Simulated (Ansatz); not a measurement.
The elements of this relaxed trial crystal are hidden behind letters.

```
lattice vectors (Å)
   6.3271    0.0000    0.0000
  -3.1635    5.4794    0.0000
   0.0000    0.0000    4.5939
fractional positions
X 0.8125 0.1875 0.2649
X 0.8125 0.6249 0.2649
X 0.3751 0.1875 0.2649
X 0.1875 0.8125 0.7351
X 0.1875 0.3751 0.7351
X 0.6249 0.8125 0.7351
Z 0.6667 0.3333 0.7516
Z 0.3333 0.6667 0.2484
Q 0.0000 0.0000 0.0000
```

These are results of DFT PBE, scalar-relativistic, plane waves, PAW in Ansatz, not measurements. Settings of the last relaxation (9-atom cell): 420 eV, 6×6×8 k points, Gaussian smearing of 0.10 eV, collinear spin.

- Space group: P-3m1 (No. 164)
- Conventional cell: a = 6.327 Å, c = 4.594 Å
- Volume per atom: 17.70 Å³
- Density: 2.42 g/cm³
- Energy over the elements: +0.16 eV/atom
- Gap on the 6×6×8 mesh of the 9-atom cell: 0 eV (a metal)
- Net moment per atom: 0.65 μB

Energies are uncorrected and count from the elements' standard states at the same level.

**Question.** X is an s-block element of period 2, Z is a d-block element of period 4 and Q is a p-block element of period 4. Which elements are they?

**Answer.** X = Li, Z = Fe, Q = Se, so the formula is Li6Fe2Se. Density times volume gives a mean mass of 2.42 × 17.70/1.6605 = 25.8 u per atom, and this set has 25.8 u. Around Li lie 1 Se at 2.39 Å, 2 Fe at 2.75–2.85 Å, 2 Li at 2.77 Å, 2 Li at 2.98 Å, 2 Fe at 3.17 Å and 2 Li at 3.19 Å; around Fe lie 6 Li at 2.75–2.85 Å and 6 Li at 3.17 Å; around Se lie 6 Li at 2.39 Å. Other sets within the hints have nearly the same mass, so mass alone doesn't settle it; this one was computed.

No Hubbard U is applied to the 3d shell of Fe. The magnetic state reached may not be the lowest. Symmetry constrained the relaxation, so the result can be a saddle point.
